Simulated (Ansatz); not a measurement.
SrHfN₂ in space group R-3m (No. 166; Sr on 3a, Hf on 3b, N on 6c), DFT-r²SCAN in the program Ansatz with PAW potentials, all energies at zero smearing, with the estimated change up to a 700 eV cutoff added, with one set of potentials and settings (totals compare only within such a set). Cell of 4 atoms (1 Sr, 1 Hf, 2 N): -20064.208 eV.

| element | reference phase | E (eV/atom) |
|---|---|---|
| Sr | P6_3/mmc, 2 atoms in the cell | -3555.1144 |
| Hf | P6_3/mmc, 2 atoms in the cell | -15733.0631 |
| N | Pa-3, 8 atoms in the cell | -384.8315 |

Formation energy per atom, worked out: (-20064.208 − 1×(-3555.1144) − 1×(-15733.0631) − 2×(-384.8315))/4 = -1.592 eV/atom (-154 kJ per mol of atoms), at 0 K, without zero-point energy or fitted corrections.

The workflow started from a Materials Project entry (that database holds measured and hypothetical structures alike); the Crystallography Open Database copy checked does not list it. Whether it is the stable phase at ambient conditions was not checked. The cell was relaxed with r²SCAN under the symmetry of its start; whether a distortion lowers the energy is not shown. The run is not spin-polarised. The references are the lowest solids computed at this level, not always the standard phases (solids in place of the gases). Scalar-relativistic: spin–orbit coupling is off unless named, which matters more the heavier the elements.

Potentials: the later of the program's two PAW sets.
